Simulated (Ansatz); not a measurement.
InAs (zinc blende)

```yaml
crystal:
  lattice:
    - [0.00000, 3.09316, 3.09316]
    - [3.09316, 0.00000, 3.09316]
    - [3.09316, 3.09316, 0.00000]
  atoms:
    - { symbol: As, position: [0.75000, 0.75000, 0.75000] }
    - { symbol: In, position: [0.00000, 0.00000, 0.00000] }
```

Equation-of-state scan: isotropic scaling of the cell above, V₀ being its volume. Symmetry pins the atoms to their sites.

Level of theory: PBE (plane waves to 420 eV, PAW, scalar-relativistic; Ansatz, an electronic-structure program). k mesh 9×9×9 (Γ-centred), Fermi-Dirac smearing 0.05 eV. The energy includes the smearing's −TS. At this level the bands of InAs touch or barely overlap; measurements give the solid a gap. InAs was relaxed with its symmetry unable to fall. The zero of ΔE is the relaxed starting cell. The last digit holds for this mesh only.

```json
[
 {"V (Å³/atom)": "24.859", "ΔE (meV/atom)": "160.2"},
 {"V (Å³/atom)": "25.806", "ΔE (meV/atom)": "95.7"},
 {"V (Å³/atom)": "26.753", "ΔE (meV/atom)": "50.3"},
 {"V (Å³/atom)": "27.700", "ΔE (meV/atom)": "21.0"},
 {"V (Å³/atom)": "28.647", "ΔE (meV/atom)": "4.9"},
 {"V (Å³/atom)": "29.594", "ΔE (meV/atom)": "0.0"},
 {"V (Å³/atom)": "30.541", "ΔE (meV/atom)": "4.3"},
 {"V (Å³/atom)": "31.488", "ΔE (meV/atom)": "16.2"},
 {"V (Å³/atom)": "32.435", "ΔE (meV/atom)": "34.4"},
 {"V (Å³/atom)": "33.382", "ΔE (meV/atom)": "57.9"},
 {"V (Å³/atom)": "34.329", "ΔE (meV/atom)": "85.6"}
]
```

What is the fitted pressure derivative B₀′?

4.8.

What bulk modulus B₀ follows from a third-order Birch-Murnaghan fit?

48.3 GPa. Check by three points about V = 29.594 Å³/atom, step 1.894: d²E/dV² ≈ (21 − 2·0 + 16) meV / 1.894² = 0.0103 eV/Å⁶, and V·d²E/dV² × 160.2 = 48.9 GPa.

(A scan under strain: stresses follow from slopes of the energy per volume, elastic moduli from its curvatures.)
